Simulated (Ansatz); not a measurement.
## Computed properties of InAs

InAs:
```cif
data_As2In2
_chemical_formula_sum 'In2 As2'
_space_group_name_H-M_alt 'P63mc'
_space_group_IT_number 186
_space_group_name_Hall 'P 6c -2c'
_cell_length_a 4.31182
_cell_length_b 4.31182
_cell_length_c 7.07641
_cell_angle_alpha 90.000
_cell_angle_beta 90.000
_cell_angle_gamma 120.000
loop_
_atom_site_label
_atom_site_type_symbol
_atom_site_symmetry_multiplicity
_atom_site_Wyckoff_symbol
_atom_site_fract_x
_atom_site_fract_y
_atom_site_fract_z
_atom_site_occupancy
In1 In 2 b 0.33333 0.66667 0.49992 1
As1 As 2 b 0.33333 0.66667 0.12528 1
```

Space group P6_3mc (No. 186), wurtzite; conventional cell a = b = 4.3118 Å, c = 7.0764 Å, α = β = 90.00°, γ = 120.00°.

Method: plane-wave PAW HSE06 (Ansatz code). The cell and atoms are relaxed at this level. Other levels are named where they apply.

### Cell and energy

| Item | Result |
|---|---|
| Volume per atom | 28.48 Å³ |
| Density | 5.53 g/cm³ |

### Electronic structure

| Item | Value |
|---|---|
| Band gap | 0.40 eV (direct) |
| Valence-band maximum | at Γ |
| Conduction-band minimum | at Γ |

### Mechanics

| Quantity | Value |
|---|---|
| Bulk modulus (Birch–Murnaghan fit) | 57.7 GPa |
| Pressure derivative B′ | 4.7 |

### Charges

| Quantity | Value |
|---|---|
| Bader charges | In +0.86, As -0.86 e |

A made-up cell: these elements were put on the sites of a structure type; the Crystallography Open Database copy checked does not list it. It is not the phase usual at ambient conditions (space group No. 216). The cell was relaxed with HSE06 under the symmetry of its start; whether a distortion lowers the energy is not shown. The hybrid was solved on a coarse mesh, the path and, where they were found, the r²SCAN edge points; its band edges are the extreme levels among these. Scalar-relativistic: spin–orbit coupling is off unless named, which matters more the heavier the elements.

Potentials: the later of the program's two PAW sets.
